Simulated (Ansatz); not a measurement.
Ge (diamond), relaxed with PBE+D3(BJ) (Ansatz, a first-principles code, plane waves, PAW): a = b = c = 5.7002 Å, α = β = γ = 90.00°.

| Quantity | Value |
|---|---|
| gap (eV) | none |
| B₀ by P(V) fit (GPa) | 62.3 |

Q: The same phase is relaxed and computed with r²SCAN+D4 in the same code. What are the cell and these values now?

A: a = b = c = 5.654 Å, α = β = γ = 90.00°.

- gap (eV) = 0.46
- B₀ by P(V) fit (GPa) = 72.8

All cells were relaxed under the symmetry of their starts (and spin orders); stability against distortions was not tested throughout. Scalar-relativistic: spin–orbit coupling is off unless named, which matters more the heavier the elements.

Potentials: the earlier of the program's two PAW sets.

Ansatz is a plane-wave DFT program.
